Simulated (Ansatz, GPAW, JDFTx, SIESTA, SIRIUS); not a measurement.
**HPbNO4: 5 runs at one level of theory**

```
H Pb N O
1.0
     4.19923    0.11117    0.16817
     1.91600    3.89132    0.12568
     1.76085    1.25259    6.37266
H Pb N O
1 1 1 4
Cartesian
  6.0968 3.5011 4.2663
  3.9211 4.6970 5.7934
  2.2091 1.5515 2.0041
  6.1304 3.5750 5.1987
  2.2001 1.0010 0.8107
  2.1958 0.7900 2.9763
  2.0005 2.7556 2.1324
```

The cell comes from a database or a generator and needn't be the stable form of this composition.

Atoms were shifted at random by some hundredths of an Å from the given cell, which wasn't relaxed again for these runs.

Alike in all runs: task single point; functional PBE; k mesh 7 × 7 × 5; occupations fermi-dirac, width 0.05 eV; no spin polarisation; no spin-orbit coupling. Pressure is positive in compression and, in plane waves, holds the error of the finite cutoff.

```json
{"program and potentials": "SIESTA, files PseudoDojo sr-pbe-0.4.1-standard, DZP (energy shift 0.003 Ry; two zetas on semicore shells)", "plane-wave cutoff (eV)": "-", "notes": "atomic basis", "pressure (GPa)": "4.91", "largest force (eV/Å)": "3.083", "energy over the undisturbed cell (meV/atom)": "35.75"}
{"program and potentials": "JDFTx, PseudoDojo-SR-PBE-0.5-standard (H, N, O) + PseudoDojo-SR-PBE-0.4.1-standard (Pb) with smoothed tails", "plane-wave cutoff (eV)": "1143", "notes": "-", "pressure (GPa)": "2.12", "largest force (eV/Å)": "2.519", "energy over the undisturbed cell (meV/atom)": "-"}
{"program and potentials": "SIRIUS, PseudoDojo 0.4.1 PBE standard (scalar relativistic)", "plane-wave cutoff (eV)": "1152", "notes": "-", "pressure (GPa)": "2.13", "largest force (eV/Å)": "2.519", "energy over the undisturbed cell (meV/atom)": "-"}
{"program and potentials": "Ansatz, all-electron LAPW, scalar-relativistic", "plane-wave cutoff (eV)": "-", "notes": "-", "pressure (GPa)": "2.13", "largest force (eV/Å)": "2.542", "energy over the undisturbed cell (meV/atom)": "-"}
{"program and potentials": "GPAW, GPAW PAW data sets (gpaw-data 1.2.1)", "plane-wave cutoff (eV)": "800", "notes": "-", "pressure (GPa)": "2.00", "largest force (eV/Å)": "2.600", "energy over the undisturbed cell (meV/atom)": "28.67"}
```

Force on atom 4 (O), eV/Å:

| program and potentials | x | y | z |
| --- | --- | --- | --- |
| SIESTA, files PseudoDojo sr-pbe-0.4.1-standard, DZP (energy shift 0.003 Ry; two zetas on semicore shells) | -0.107 | 0.125 | 3.079 |
| JDFTx, PseudoDojo-SR-PBE-0.5-standard (H, N, O) + PseudoDojo-SR-PBE-0.4.1-standard (Pb) with smoothed tails | -0.108 | 0.138 | 2.201 |
| SIRIUS, PseudoDojo 0.4.1 PBE standard (scalar relativistic) | -0.108 | 0.138 | 2.201 |
| Ansatz, all-electron LAPW, scalar-relativistic | -0.093 | 0.167 | 2.413 |
| GPAW, GPAW PAW data sets (gpaw-data 1.2.1) | -0.081 | 0.195 | 2.591 |

The pressure spans 2.00 (GPAW, GPAW PAW data sets (gpaw-data 1.2.1)) to 4.91 GPa (SIESTA, files PseudoDojo sr-pbe-0.4.1-standard, DZP (energy shift 0.003 Ry; two zetas on semicore shells)), with all-electron results at 2.13. Rows in atomic bases carry the error of their basis and grid, which can be large.

Differences between rows come from potentials, basis sets and numerical settings, since the functional is the same but for its coding. Runs on potential files found faulty are left out.
